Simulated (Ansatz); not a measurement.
SiO$_{2}$:
```
CELL_PARAMETERS angstrom
      1.33689     0.77185     4.76482
     -1.33689     0.77185     4.76482
      0.00000    -1.54371     4.76482
ATOMIC_POSITIONS crystal
  Si 0.00000 0.00000 0.00000
  O  0.27024 0.27024 0.27024
  O  0.72976 0.72976 0.72976
```

Relaxed with r²SCAN.

Q: Which orbitals make up the states near the band edges in DFT-r²SCAN in the program Ansatz with PAW potentials?

A: Top 1 eV of the valence band: O 2p 97 %. Bottom 1 eV of the conduction band: Si 3s 49 %, O 2s 28 %, O 2p 11 %, Si 3p 6 %, outside the projected shells 7 %. Projections are on Löwdin-orthogonalised atomic valence shells; empty p or d shells of many metals are not among them.

Q: Tabulate the density of states.

A: States/eV per cell of 3 atoms, in 0.25 eV bins, energy from the valence-band maximum.

| E (eV) | total | O 2p | Si 3p | Si 3s |
|---|---|---|---|---|
| -7.90 | 0.85 | 0.56 | 0.02 | 0.22 |
| -7.65 | 0.60 | 0.40 | 0.02 | 0.14 |
| -7.40 | 0.49 | 0.33 | 0.02 | 0.11 |
| -7.15 | 0.40 | 0.27 | 0.02 | 0.08 |
| -6.90 | 0.37 | 0.25 | 0.03 | 0.07 |
| -6.65 | 0.74 | 0.51 | 0.13 | 0.05 |
| -6.40 | 2.85 | 1.98 | 0.60 | 0.06 |
| -6.15 | 1.65 | 1.16 | 0.29 | 0.06 |
| -5.90 | 1.15 | 0.82 | 0.16 | 0.05 |
| -5.65 | 1.12 | 0.81 | 0.14 | 0.05 |
| -5.40 | 1.14 | 0.83 | 0.13 | 0.05 |
| -5.15 | 1.57 | 1.17 | 0.13 | 0.06 |
| -4.90 | 1.36 | 1.02 | 0.13 | 0.04 |
| -4.65 | 1.31 | 1.00 | 0.14 | 0.03 |
| -4.40 | 1.23 | 0.97 | 0.17 | 0.01 |
| -4.15 | 1.67 | 1.35 | 0.26 | 0.01 |
| -3.90 | 1.22 | 1.00 | 0.17 | 0.01 |
| -3.65 | 0.99 | 0.82 | 0.12 | 0.01 |
| -3.40 | 0.85 | 0.72 | 0.10 | 0.01 |
| -3.15 | 0.92 | 0.79 | 0.09 | 0.01 |
| -2.90 | 1.42 | 1.25 | 0.10 | 0.01 |
| -2.65 | 2.21 | 1.98 | 0.12 | 0.01 |
| -2.40 | 1.88 | 1.70 | 0.08 | 0.01 |
| -2.15 | 1.25 | 1.15 | 0.04 | 0.01 |
| -1.90 | 1.44 | 1.36 | 0.03 | 0.01 |
| -1.65 | 3.32 | 3.18 | 0.03 | 0.01 |
| -1.40 | 2.43 | 2.32 | 0.05 | 0.00 |
| -1.15 | 1.55 | 1.47 | 0.05 | 0.00 |
| -0.90 | 1.45 | 1.39 | 0.01 | 0.00 |
| -0.65 | 2.81 | 2.73 | 0.01 | 0.00 |
| -0.40 | 2.14 | 2.08 | 0.01 | 0.00 |
| -0.15 | 1.21 | 1.19 | 0.01 | 0.00 |
| 0.10 | 0.03 | 0.03 | 0.00 | 0.00 |
| 0.35 | 0.00 | 0.00 | 0.00 | 0.00 |
| 0.60 | 0.00 | 0.00 | 0.00 | 0.00 |
| 0.85 | 0.00 | 0.00 | 0.00 | 0.00 |
| 1.10 | 0.00 | 0.00 | 0.00 | 0.00 |
| 1.35 | 0.00 | 0.00 | 0.00 | 0.00 |
| 1.60 | 0.00 | 0.00 | 0.00 | 0.00 |
| 1.85 | 0.00 | 0.00 | 0.00 | 0.00 |
| 2.10 | 0.00 | 0.00 | 0.00 | 0.00 |
| 2.35 | 0.00 | 0.00 | 0.00 | 0.00 |
| 2.60 | 0.00 | 0.00 | 0.00 | 0.00 |
| 2.85 | 0.00 | 0.00 | 0.00 | 0.00 |
| 3.10 | 0.00 | 0.00 | 0.00 | 0.00 |
| 3.35 | 0.00 | 0.00 | 0.00 | 0.00 |
| 3.60 | 0.00 | 0.00 | 0.00 | 0.00 |
| 3.85 | 0.00 | 0.00 | 0.00 | 0.00 |
| 4.10 | 0.00 | 0.00 | 0.00 | 0.00 |
| 4.35 | 0.00 | 0.00 | 0.00 | 0.00 |
| 4.60 | 0.00 | 0.00 | 0.00 | 0.00 |
| 4.85 | 0.00 | 0.00 | 0.00 | 0.00 |
| 5.10 | 0.00 | 0.00 | 0.00 | 0.00 |
| 5.35 | 0.00 | 0.00 | 0.00 | 0.00 |
| 5.60 | 0.00 | 0.00 | 0.00 | 0.00 |
| 5.85 | 0.00 | 0.00 | 0.00 | 0.00 |
| 6.10 | 0.00 | 0.00 | 0.00 | 0.00 |
| 6.35 | 0.00 | 0.00 | 0.00 | 0.00 |
| 6.60 | 0.00 | 0.00 | 0.00 | 0.00 |
| 6.85 | 0.00 | 0.00 | 0.00 | 0.00 |
| 7.10 | 0.00 | 0.00 | 0.00 | 0.00 |
| 7.35 | 0.00 | 0.00 | 0.00 | 0.00 |
| 7.60 | 0.04 | 0.00 | 0.00 | 0.02 |
| 7.85 | 0.06 | 0.01 | 0.00 | 0.03 |
| 8.10 | 0.08 | 0.01 | 0.01 | 0.04 |
| 8.35 | 0.12 | 0.02 | 0.01 | 0.06 |
| 8.60 | 0.14 | 0.02 | 0.01 | 0.07 |
| 8.85 | 0.17 | 0.03 | 0.01 | 0.08 |
| 9.10 | 0.49 | 0.09 | 0.02 | 0.22 |
| 9.35 | 0.74 | 0.14 | 0.03 | 0.33 |
| 9.60 | 0.98 | 0.18 | 0.11 | 0.40 |
| 9.85 | 1.31 | 0.25 | 0.13 | 0.56 |
| 10.10 | 1.05 | 0.21 | 0.13 | 0.44 |
| 10.35 | 0.91 | 0.19 | 0.14 | 0.37 |
| 10.60 | 1.09 | 0.19 | 0.32 | 0.35 |
| 10.85 | 1.18 | 0.20 | 0.39 | 0.34 |
| 11.10 | 1.15 | 0.18 | 0.46 | 0.26 |
| 11.35 | 1.21 | 0.19 | 0.50 | 0.26 |
| 11.60 | 1.10 | 0.16 | 0.51 | 0.19 |
| 11.85 | 1.04 | 0.14 | 0.54 | 0.12 |

Space group R-3m. The cell is a constructed one: a structure type filled with these elements; the Crystallography Open Database copy checked does not list it. It is not the phase usual at ambient conditions (space group No. 92, 152, 154). Symmetry was held in the r²SCAN relaxation; its stability against distortions is not shown here. A crystal of weakly bound layers computed without a dispersion correction: the cell and the soft elastic constants depend strongly on that.

Potentials: the later of the program's two PAW sets.
